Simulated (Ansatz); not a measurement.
Total density of states per atom from DFT-PBE in the program Ansatz with PAW potentials, in 0.25 eV bins, energy from the valence-band maximum:

```
E (eV) | states/eV/atom
    -7.85 | ################# 0.25
    -7.60 | ########### 0.17
    -7.35 | ############ 0.18
    -7.10 | ############### 0.22
    -6.85 | ################# 0.26
    -6.60 | ################# 0.27
    -6.35 | ################## 0.27
    -6.10 | ################## 0.28
    -5.85 | #################### 0.30
    -5.60 | ##################### 0.32
    -5.35 | ###################### 0.34
    -5.10 | ######################## 0.37
    -4.85 | ############################# 0.45
    -4.60 | ############################## 0.46
    -4.35 | ############################# 0.45
    -4.10 | ############################# 0.44
    -3.85 | ############################# 0.44
    -3.60 | ############################ 0.43
    -3.35 | ############################ 0.43
    -3.10 | ############################ 0.42
    -2.85 | ########################### 0.42
    -2.60 | ########################### 0.41
    -2.35 | ########################### 0.41
    -2.10 | ########################## 0.40
    -1.85 | ##################### 0.33
    -1.60 | ################# 0.25
    -1.35 | ############## 0.21
    -1.10 | ########### 0.17
    -0.85 | ######### 0.14
    -0.60 | ####### 0.11
    -0.35 | ##### 0.08
    -0.10 | ## 0.03
     0.15 |  0.00
     0.40 |  0.00
     0.65 |  0.00
     0.90 |  0.00
     1.15 |  0.00
     1.40 |  0.00
     1.65 |  0.00
     1.90 |  0.00
     2.15 |  0.00
     2.40 |  0.00
     2.65 |  0.00
     2.90 |  0.00
     3.15 |  0.00
     3.40 |  0.00
     3.65 |  0.00
     3.90 |  0.00
     4.15 |  0.00
     4.40 |  0.00
     4.65 | # 0.01
     4.90 | ## 0.02
     5.15 | ## 0.03
     5.40 | ### 0.04
     5.65 | ### 0.05
     5.90 | #### 0.06
     6.15 | ##### 0.07
     6.40 | ###### 0.09
     6.65 | ###### 0.10
     6.90 | ####### 0.11
     7.15 | ######## 0.13
     7.40 | ########## 0.15
     7.65 | ########### 0.17
     7.90 | ############ 0.19
     8.15 | ############## 0.21
     8.40 | ################ 0.24
     8.65 | ################## 0.28
     8.90 | ##################### 0.33
     9.15 | ########################## 0.39
```

Question: Pick the material that matches.
(A) BAs, NiAs type
(B) BN, zinc blende
(C) ZnSnN2, R-3m (Sn on 3a, Zn on 3b, N on 6c)
(D) AlN, wurtzite

Answer: B, BN, zinc blende. Top 1 eV of the valence band: N 2p 84 %, B 2p 15 %. Bottom 1 eV of the conduction band: B 2p 56 %, N 2s 31 %, outside the projected shells 9 %. Projections are on Löwdin-orthogonalised atomic valence shells; empty p or d shells of many metals are not among them.

Space group F-43m (zinc blende). The PBE relaxation kept the symmetry of its start.

Potentials: the later of the program's two PAW sets.
